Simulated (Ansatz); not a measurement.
In LDA in the plane-wave PAW code Ansatz, S in the α-S8 structure (Fddd) relaxes to a = 9.967 Å, b = 12.258 Å, c = 23.549 Å. S on 32h has 2 nearest neighbours from 2.05 Å (bent); S on 32h has 2 nearest neighbours from 2.05 Å (bent); S on 32h has 2 nearest neighbours from 2.05 Å (bent); S on 32h has 2 nearest neighbours from 2.05 Å (bent).

It is gapped at this level: 1.60 eV (indirect).

The LDA relaxation kept the symmetry of its start. A crystal of weakly bound molecules computed without a dispersion correction: the cell and the soft elastic constants depend strongly on that.

Potentials: the later of the program's two PAW sets.
